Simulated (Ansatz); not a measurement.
# Hf2RuO4 in Ansatz, settings compared

input.yaml:

```yaml
crystal:
  lattice:
    - [0.0, 3.54142092, 0.0]
    - [3.54142092, 0.0, 0.0]
    - [1.77071046, 1.77071046, -5.8102732]
  atoms:
    - { symbol: Hf, position: [0.3538, 0.3538, 0.2924] }
    - { symbol: Hf, position: [0.6462, 0.6462, 0.7076] }
    - { symbol: Ru, position: [0.0, 0.0, 0.0] }
    - { symbol: O, position: [0.5, 0.0, 0.0] }
    - { symbol: O, position: [0.0, 0.5, 0.0] }
    - { symbol: O, position: [0.163, 0.163, 0.674] }
    - { symbol: O, position: [0.837, 0.837, 0.326] }
  symmetry: { tolerance: 0.0003 }
kpoints:
  mp_grid: { grid: [5, 5, 5], shift: [0, 0, 0] }
magnetization:
  spin_polarized: false
scf:
  occupations: { method: tetrahedron }
hamiltonian:
  pseudopotentials: { kind: paw }
  xc: r2scan
basis:
  ecutwfc: 500
output:
  forces: true
  stress: true
  eigenvalues: true
  write_density: true
  write_potential: true
  elf: true
  volumetric_format: npy
```

Launch command:

```bash
ansatz run input.yaml --threads 1 --pin off --max-ram 2560MiB --backend cpu --events-out ev --progress --plain --runs-dir out
```

Origin of the cell: a known structure type with other elements, at an estimated volume, so it need not be a known compound.

Output of this run (shortened):

```
SCF iter   1: F=—  HF=-39627.880517 eV  Δρ=2.32e-2  dr2=6.18e-1  dr2_τ=7.14e-1  defer=20
SCF iter   2: F=—  HF=-39628.043015 eV  Δρ=1.20e-2  dr2=1.12e-1  dr2_τ=1.02e-2  defer=40
SCF iter   3: F=—  HF=-39628.036191 eV  Δρ=5.19e-3  dr2=1.30e-2  dr2_τ=2.48e-3  defer=40
SCF iter   4: F=—  HF=-39628.036126 eV  Δρ=2.00e-3  dr2=6.58e-3  dr2_τ=4.09e-4  defer=40
SCF iter   5: F=—  HF=-39628.035734 eV  Δρ=9.86e-4  dr2=8.25e-4  dr2_τ=7.88e-5  defer=40
SCF iter   6: F=—  HF=-39628.035708 eV  Δρ=5.05e-4  dr2=2.24e-4  dr2_τ=1.22e-5  defer=40
SCF iter   7: F=—  HF=-39628.035614 eV  Δρ=1.44e-4  dr2=1.46e-5  dr2_τ=1.20e-6  defer=40
SCF iter   8: F=—  HF=-39628.035616 eV  Δρ=6.07e-5  dr2=2.53e-6  dr2_τ=3.70e-7  defer=40
SCF iter   9: F=—  HF=-39628.035613 eV  Δρ=1.80e-5  dr2=1.76e-7  dr2_τ=2.73e-8  defer=40
SCF iter  10: F=-39628.035611 eV  HF=-39628.035611 eV  Δρ=7.82e-6  dr2=6.23e-8  dr2_τ=7.49e-9
SCF 1 converged in 10 iterations: F = -39628.035611 eV  dr2 = 6.23e-8
SCF converged after 10 iterations
Stability not checked: this state was not tested for a lower state beside it, because cold or Methfessel-Paxton smearing, or corrected tetrahedra, fill the levels in a way that the test cannot read (fill_not_monotonic; […]
Free energy (F): -39628.035611 eV
Harris-Foulkes:  -39628.035611 eV  (|F-HF|=6.74e-8)
Internal energy: -39628.032358 eV  (E = F + TS)
E sigma→0 (E₀):  -39628.035611 eV
Entropy (-TS):   -0.003253 eV (-0.465 meV/atom)
Fermi energy:    22.840631 eV
--- Per-component energies (eV) ---
  E_band       = 162.058129
  E_kinetic    = 2094.745786
  E_local      = -12036.032260  (includes V_loc(G=0)·N_el)
  E_nonlocal   = -1957.214426
  E_hartree    = 5395.657572
  E_xc         = -1048.423032
  E_vxc        = -1280.297451  (∫ρ·V_xc dr)
  E_paw        = -18021.576670  (= ΣΔE_a)
  E_vpaw       = 2475.927320  (= ΣTr[D̂ρ^β])
  E_aug_tail   = 0.004268  (compensation charges beyond the density's cutoff)
  E_vtau       = 73.595912  (kinetic-family band-sum trace: ∫τ·v_τ [+ j·A + Jᵃ·Aᵃ] dr)
  E_ewald      = -14055.397920
  E_core_change = 0.204324  (= ΣΔE_core)
  E_smearing   = -0.003253  (= −TS)
  Σ components = -39628.035611   (vs F -39628.035611, Δ=0.00e0)
--- Forces (eV/Å), atoms counted from 1 ---
[… 2 lines left out …]
  atom   3  Ru    -0.000000    -0.000000     0.000000
  atom   4  O      0.000000     0.000000     0.000000
  atom   5  O      0.000000     0.000000     0.000000
  atom   6  O      0.000000     0.000000     3.550666
  atom   7  O      0.000000     0.000000    -3.550666
  max |Σ_I F_I| component: 0.0 eV/Å
--- Stress (GPa, compression-positive) ---
       62.432708       0.000000       0.000000
        0.000000      62.432708       0.000000
        0.000000       0.000000      10.319332
  P = ⅓ Tr σ = 45.0616 GPa (450.616 kbar)
```

The same input was run again with these changes:

1. `kpoints.mp_grid.grid` [5, 5, 5] → [8, 8, 8]
2. `magnetization` { spin_polarized: false } → { spin_polarized: true } (starts: ferro); `hamiltonian.hubbard` default → { sites: [{ species: Ru, l: d, u_eff: 1.0 }], double_counting: amf }; `basis.xc_grid` default → 1; typed moments: Hf1 3, Hf2 3, Ru3 2, O4 1, O5 3, O6 2, O7 3
3. `crystal.symmetry` { tolerance: 0.0003 } → { detect: false }
4. `scf.n_extra_bands` default → 8; `magnetization` { spin_polarized: false } → { spin_polarized: true } (starts: flip); typed moments: none

```
 run        end  SCF iterations  P (GPa)  max force component (eV/Å)  gap on mesh (eV)  moment (μB)  ΔE(σ→0) (meV/atom)
base  converged              10    45.06                       3.551              none            –                   0
   1  converged              10    45.23                       3.514              none            –                5.43
   2  converged              26    45.72                       3.652              none         0.31                   –
   3  converged              10    45.06                       3.551              none            –                0.00
   4  converged              28    45.07                       3.537              none         0.24                0.14
```

Energies are compared only where functional, datasets, charge and starting cell are the same.

Caveats of the base run: forces and stress under tetrahedra may miss the slope of the energy; no moments, though an odd count or open d shells may carry them; no spin-orbit coupling, though heavy elements are present; the given cell is far from equilibrium, with atoms too close or a volume far off; the k mesh is coarse if the cell is a metal.

Run 2: a starting moment was lost.
Run 4: spin is on but no moment was typed.

Time of the base run: 18 s of wall time on 1 CPU thread(s) of a shared host, from the program's own first density.
